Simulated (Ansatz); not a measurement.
Ti: energy along a strain

Ti, Fm-3m, a = 4.060 Å (as given, not relaxed at this level: 4.4 GPa). This isn't the element's structure at ambient conditions. Ansatz: r2SCAN, PAW, 500 eV, Γ-centred 20×20×20 mesh on 1 atom, Gaussian smearing 0.15 eV; no spin polarisation. Cell vectors (Å): 0.000 2.030 2.030; 2.030 0.000 2.030; 2.030 2.030 0.000. The cell is strained by x per cent times the pattern (0 0 0 0 0 1) in the order xx yy zz yz xz xy (engineering shears), with fractional coordinates held. y is the free energy over the start, V0 = 16.731 Å³/atom. Symmetry makes y even in x. Points with a strain past 8.5 % were computed too (2) and aren't used here.

```tsv
x (%)	y (meV/atom)
-5.00	9.29
0.00	0.00
1.25	0.58
2.50	2.33
3.75	?
6.25	14.51
7.50	20.86
```

**Question.** Fit y = c2 x² + c4 x⁴ to the other rows, get the stiffness along the pattern, and predict the missing energy.

**Answer.** Least squares on the rows shown. y = 0.37249 x² − 2.8995×10⁻⁵ x⁴. The clamped-ion stiffness p·C·p = 2 × 3.725 eV × 160.2 / 16.731 Å³ = 71 GPa, which is C66 in these axes (C44 of the cubic crystal) (second derivative at the start, which stands under stress). At x = 3.75 the fit asked for gives 5.23 meV/atom. The run gave 5.23 meV/atom, the same to the digits shown.